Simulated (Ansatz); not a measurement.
Space group Pm-3m (No. 221). a = 5.112 Å, b = 5.112 Å, c = 5.112 Å, α = 90.00°, β = 90.00°, γ = 90.00°
| atom | site | symmetry | x | y | z |
| --- | --- | --- | --- | --- | --- |
| Cs | 1a | m-3m | 0.0000 | 0.0000 | 0.0000 |
| Cd | 1b | m-3m | 0.5000 | 0.5000 | 0.5000 |
| Cl | 3c | 4/mm.m | 0.0000 | 0.5000 | 0.5000 |

Equation of state of this CsCdCl$_{3}$ structure (not necessarily the ground state), with shape and atoms relaxed at each volume where symmetry leaves them free. Computed with Ansatz 0.2.0, DFT LDA, scalar-relativistic, plane waves, PAW.

Cutoff 420 eV; k points 6×6×6 on the computed 5-atom cell (Γ-centred); Gaussian smearing, width 0.02 eV; no spin polarisation.

```tsv
V (Å³/atom)	E − E(largest V) (meV/atom)	P (GPa)	gap on mesh (eV)
23.514	37.66	7.53	1.75
24.316	6.16	5.13	1.71
25.117	-14.31	3.12	1.68
25.919	-25.57	1.43	1.63
26.721	-29.12	0.03	1.59
27.522	-26.21	-1.15	1.55
28.324	-17.92	-2.13	1.50
29.393	0.00	-3.20	1.44
```

Fit a third-order Birch–Murnaghan equation to E(V).

V0 = 26.74 Å³/atom, B0 = 43 GPa, B0' = 4.9.

Spin-orbit coupling is left out, which matters for the bands of heavy elements.

Symmetry holds off the tilts and polar distortions that many cubic perovskites undergo.